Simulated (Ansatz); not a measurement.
Relaxed AlNi (CsCl type):

```
AlNi
1.0
    2.89266     0.00000     0.00000
    0.00000     2.89266     0.00000
    0.00000     0.00000     2.89266
Al Ni
1 1
Direct
  0.00000   0.00000   0.00000
  0.50000   0.50000   0.50000
```

Level of theory: PBE (plane waves to 420 eV, PAW, scalar-relativistic; Ansatz, an electronic-structure program). k mesh 13×13×13 (Γ-centred), Fermi-Dirac smearing 0.05 eV. With partly filled bands, energies and forces of such displacements shift with the k mesh and the smearing. AlNi is run without spin polarisation. AlNi was relaxed with its symmetry unable to fall. The PAW data are Ansatz's earlier set.

One atom of the cell was then moved (with its periodic images), all else fixed, and the forces (eV/Å) came out as:

```tsv
atom	Fx	Fy	Fz
Al1	2.522	0.000	0.000
Ni2	-2.522	0.000	0.000
```

With two atoms only their relative shift counts; take Ni2 as fixed.

Problem. Which atom was moved, and by which vector (Å)?

Solution. Al1, by (-0.45, 0.00, 0.00), 0.45 Å in all.

(A displaced cell: forces are minus the slopes of the energy, force constants its curvatures, and phonons follow from these.)
